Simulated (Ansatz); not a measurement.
Ansatz (a quantum-chemistry and plane-wave program) input:

Ansatz 0.2 input:
```yaml
crystal:
  lattice:
    - [0.0, 2.5735333472, 2.5735333472]
    - [2.5735333472, 0.0, 2.5735333472]
    - [2.5735333472, 2.5735333472, 0.0]
  atoms:
    - { symbol: Ir, position: [0.0, 0.0, 0.0] }
    - { symbol: W, position: [0.5, 0.5, 0.5] }
kpoints:
  mp_grid: { grid: [10, 10, 10] }
  band_path:
    path:
      - [[0.0, 0.0, 0.0], [0.5, 0.0, 0.5], [0.625, 0.25, 0.625]]  # Γ-X-U
      - [[0.375, 0.375, 0.75], [0.0, 0.0, 0.0], [0.5, 0.5, 0.5], [0.5, 0.25, 0.75], [0.5, 0.0, 0.5]]  # K-Γ-L-W-X
    npoints: 12
basis: { ecutwfc: 600, xc_grid: 2 }
hamiltonian:
  xc: pbesol
  pseudopotentials: { azcp: { folder: ./paw }, kind: paw_fr }
magnetization: { noncollinear: true, spin_orbit: true }
scf:
  n_extra_bands: 13
  convergence: { dr2_threshold: 0.0000000001 }
  occupations: { method: gaussian, width: 0.05 }
output: { eigenvalues: true }
```

Output (shortened):

```
Pseudopotential: Ir, paw, valence charge 17
Pseudopotential: W, paw, valence charge 14
Functional definition: PBEsol
non-collinear run that drives no moment, with spin-orbit …
Crystal: 2 atoms, lattice volume = 34.089 Å³
Basis set: ecut = 600 eV, 1139 PW (Γ), exchange–correlation on 60×60×60 points (8 copies of the dense FFT grid, shifted against one another)
Bands: 44, of which v1, the nominal top of the filled ones, is band 31 counted from 1 (30 counted from 0)
Symmetry: 48 space group operations + 48 with time reversal
k-points: 47 of 1000
Projection manifold: j_resolved (fully-relativistic pseudo-atomic orbitals)
SCF iter   1: F=—  HF=-22112.581318 eV  |F-HF|=—  |Δ(HF+E_count)|=         —  Δρ=8.66e-2  dr2=4.20e0  dr2_m=0.00e0 (ungated)  ethr=3.10e-3  |M|=0.00e0 ∫|m|=0.00e0 μB  |m|>n=0.0e0 m-floor=0.0e0 τ_xc=0.0e0  β_m=0.30  ⟨swp⟩=6.4  Hψ=4576  notcnv=0  defer=24
preconditioner: auto → Kerker (q_TF=auto, 2.685 Å⁻¹)
spin=Noncollinear: Kerker preconditioning applied to the charge; magnetization (m_x, m_y, m_z) channels mix plain (no charge-response kernel on spin).
SCF iter   2: F=—  HF=-22111.959478 eV  |F-HF|=—  |Δ(HF+E_count)|=   6.22e-1  Δρ=4.98e-2  dr2=1.03e0  dr2_m=0.00e0 (ungated)  ethr=3.10e-3  |M|=0.00e0 ∫|m|=0.00e0 μB  |m|>n=0.0e0 m-floor=0.0e0 τ_xc=0.0e0  β_m=0.44  ⟨swp⟩=2.0  Hψ=1386  notcnv=0  defer=280
preconditioner: auto → none
SCF iter   3: F=—  HF=-22111.721492 eV  |F-HF|=—  |Δ(HF+E_count)|=   2.38e-1  Δρ=1.42e-2  dr2=6.96e-2  dr2_m=0.00e0 (ungated)  ethr=3.10e-3  |M|=0.00e0 ∫|m|=0.00e0 μB  |m|>n=0.0e0 m-floor=0.0e0 τ_xc=0.0e0  β_m=0.45  ⟨swp⟩=2.2  Hψ=1377  notcnv=0  defer=280
SCF iter   4: F=—  HF=-22111.712696 eV  |F-HF|=—  |Δ(HF+E_count)|=   8.80e-3  Δρ=4.60e-3  dr2=4.67e-3  dr2_m=0.00e0 (ungated)  ethr=2.25e-4  |M|=0.00e0 ∫|m|=0.00e0 μB  |m|>n=0.0e0 m-floor=0.0e0 τ_xc=0.0e0  β_m=0.61  ⟨swp⟩=2.0  Hψ=1324  notcnv=0  defer=286
SCF iter   5: F=—  HF=-22111.713095 eV  |F-HF|=—  |Δ(HF+E_count)|=   3.99e-4  Δρ=1.60e-3  dr2=1.31e-3  dr2_m=0.00e0 (ungated)  ethr=1.51e-5  |M|=0.00e0 ∫|m|=0.00e0 μB  |m|>n=0.0e0 m-floor=0.0e0 τ_xc=0.0e0  β_m=0.71  ⟨swp⟩=2.0  Hψ=1212  notcnv=0  defer=284
SCF iter   6: F=—  HF=-22111.712925 eV  |F-HF|=—  |Δ(HF+E_count)|=   1.70e-4  Δρ=1.60e-4  dr2=9.07e-6  dr2_m=0.00e0 (ungated)  ethr=4.23e-6  |M|=0.00e0 ∫|m|=0.00e0 μB  |m|>n=0.0e0 m-floor=0.0e0 τ_xc=0.0e0  β_m=0.72  ⟨swp⟩=2.0  Hψ=1105  notcnv=0  defer=284
SCF iter   7: F=—  HF=-22111.712927 eV  |F-HF|=—  |Δ(HF+E_count)|=   2.82e-6  Δρ=4.03e-5  dr2=5.97e-7  dr2_m=0.00e0 (ungated)  ethr=2.93e-8  |M|=0.00e0 ∫|m|=0.00e0 μB  |m|>n=0.0e0 m-floor=0.0e0 τ_xc=0.0e0  β_m=0.79  ⟨swp⟩=1.8  Hψ=1037  notcnv=0  defer=284
SCF iter   8: F=—  HF=-22111.712925 eV  |F-HF|=—  |Δ(HF+E_count)|=   2.67e-6  Δρ=4.32e-6  dr2=6.75e-9  dr2_m=0.00e0 (ungated)  ethr=1.93e-9  |M|=0.00e0 ∫|m|=0.00e0 μB  |m|>n=0.0e0 m-floor=0.0e0 τ_xc=0.0e0  β_m=0.86  ⟨swp⟩=1.3  Hψ=1045  notcnv=0  defer=284
SCF iter   9: F=-22111.712925 eV  HF=-22111.712925 eV  |F-HF|=0.00e0  |Δ(HF+E_count)|=   1.51e-9  Δρ=2.77e-7  dr2=6.25e-12  dr2_m=0.00e0 (ungated)  ethr=1.00e-12  |M|=0.00e0 ∫|m|=0.00e0 μB  |m|>n=0.0e0 m-floor=0.0e0 τ_xc=0.0e0  ⟨swp⟩=7.5  Hψ=4406  notcnv=0
SCF 1 converged in 9 iterations: F = -22111.712925 eV  dr2 = 6.25e-12
NSCF: frozen V_eff on 74 k-points
SCF converged after 9 iterations
Magnetization: |M| = 0.0000 μB,  M = (+0.0000, +0.0000, +0.0000) μB
Absolute magnetization: 0.0000 μB (∫|m|)
  site 0: m = (+0.0000, +0.0000, +0.0000) μB, |m| = 0.0000 μB  (R = 1.06 Å)
  site 1: m = (+0.0000, +0.0000, +0.0000) μB, |m| = 0.0000 μB  (R = 1.06 Å)
Free energy (F): -22111.712925 eV
Harris-Foulkes:  -22111.712925 eV  (|F-HF|=0.00e0)
Internal energy: -22111.709448 eV  (E = F + TS)
E sigma→0 (E₀):  -22111.711186 eV
Entropy (-TS):   -0.003477 eV (-1.738 meV/atom)
Fermi energy:    20.790615 eV
--- Per-component energies (eV) ---
  E_band       = -287.519259
  E_kinetic    = 945.967989
  E_local      = -2076.381384  (includes V_loc(G=0)·N_el)
  E_nonlocal   = 175.722416
  E_hartree    = 797.251710
  E_xc         = -488.358227
  E_vxc        = -479.254933  (∫ρ·V_xc dr)
  E_paw        = -17630.324518  (= ΣΔE_a)
  E_vpaw       = -448.076778  (= ΣTr[D̂ρ^β])
  E_aug_tail   = 0.000081  (compensation charges beyond the density's cutoff)
  E_ewald      = -3836.084893
  E_core_change = 0.497379  (= ΣΔE_core)
  E_smearing   = -0.003477  (= −TS)
  E_closure    = 0.000000  (closes the sum)
  Σ components = -22111.712925   (vs F -22111.712925, Δ=0.00e0)
  [band-id]    e_kinetic+e_local+e_nonlocal+2·e_hartree+e_vxc+e_vpaw+e_augmentation_tail = -287.519189   (vs E_band -287.519259, Δ=6.94e-5)
--- Band table (eV; the first three rows and the last of 47) ---
  k-point 0: bands = ["-71.6467", "-71.6467", "-53.8468", "-53.8468", "-38.5404", "-38.5404", "-25.2602", "-25.2602", "-25.0085", "-25.0085", "-25.0085", "-25.0085", "-15.4020", "-15.4020", "-15.4020", "-15.4020", "11.1566", "11.1566", "14.6598", "14.6598", …
  k-point 1: bands = ["-71.6466", "-71.6466", "-53.8466", "-53.8466", "-38.5405", "-38.5405", "-25.2631", "-25.2631", "-25.0097", "-25.0097", "-25.0082", "-25.0082", "-15.4151", "-15.4151", "-15.4090", "-15.4090", "11.4060", "11.4060", "14.7925", "14.7925", …
  k-point 2: bands = ["-71.6463", "-71.6463", "-53.8464", "-53.8464", "-38.5410", "-38.5410", "-25.2705", "-25.2705", "-25.0128", "-25.0128", "-25.0073", "-25.0073", "-15.4491", "-15.4491", "-15.4271", "-15.4271", "12.1285", "12.1285", "15.1432", "15.1432", …
  k-point 46: bands = ["-71.6454", "-71.6454", "-53.8441", "-53.8441", "-38.5465", "-38.5465", "-25.5957", "-25.5957", "-25.0265", "-25.0265", "-24.7147", "-24.7147", "-15.4901", "-15.4901", "-15.4697", "-15.4697", "14.9411", "14.9411", "15.2443", "15.2443", …
```

Cost: very roughly 50 core-seconds on shared cores.

Space group Fm-3m (rock salt). The start of the workflow was typed in or built on a structure type; neither database checked (COD, Materials Project) lists it. COD files the formula under space group No. 51. Whether it is the stable phase at ambient conditions was not checked. Symmetry was held in the PBEsol relaxation. At this level the phase is mechanically unstable. No spin polarisation was allowed. Its formation energy is positive at this level, so the cell may be metastable or incomplete.

Potentials: the earlier of the program's two PAW sets. The files were generated under PBE; for other functionals the program regenerates the frozen cores, and for LDA and PBEsol the local potential too.

Ansatz is a plane-wave DFT program.
